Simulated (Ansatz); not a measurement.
# Computed properties of BP

BP:
```
BP
1.0
    6.20398     0.00000     0.00000
    0.00000     3.21404     0.00000
    0.00000     0.00000     5.36341
B P
4 4
Direct
  0.16280   0.25000   0.39952
  0.33720   0.75000   0.89952
  0.83720   0.75000   0.60048
  0.66280   0.25000   0.10048
  0.83792   0.25000   0.39279
  0.66208   0.75000   0.89279
  0.16208   0.75000   0.60721
  0.33792   0.25000   0.10721
```

Space group Pnma (No. 62); conventional cell a = 6.2040 Å, b = 3.2140 Å, c = 5.3634 Å, α = 90.00°, β = 90.00°, γ = 90.00°.

Method: PBE+D3(BJ) (plane waves, PAW; program Ansatz). The cell and atoms are relaxed at this level. Other levels are named where they apply.

### Cell and energy

```json
{
 "volume_per_atom": "13.37 Å³",
 "density": "2.60 g/cm³",
 "Formation energy from the elements (no fitted shifts)": "-0.15 eV/atom"
}
```

### Electronic structure

```json
{
  "band_gap": "0.68 eV (indirect)",
  "valence_band_maximum": "at Γ",
  "conduction_band_minimum": "at U (k = 0.500, 0.000, 0.500 in fractions of the reciprocal vectors)",
  "smallest_direct_gap_on_the_standard_path": "1.17 eV",
  "hole_effective_mass": "0.20, 0.52, 0.89 mₑ (principal values)"
}
```

### Mechanics

```json
{
 "Bulk modulus (Birch–Murnaghan fit)": "128 GPa",
 "Pressure derivative B′": "2.3"
}
```

The start of the workflow was typed in or built on a structure type; neither database checked (COD, Materials Project) lists it. It is not the phase usual at ambient conditions (space group No. 216). The cell was relaxed with PBE+D3(BJ) under the symmetry of its start; whether a distortion lowers the energy is not shown. The volume moved by 24 % from the start of the relaxation. The references are the lowest solids computed at this level, not always the standard phases.

Potentials: the earlier of the program's two PAW sets.
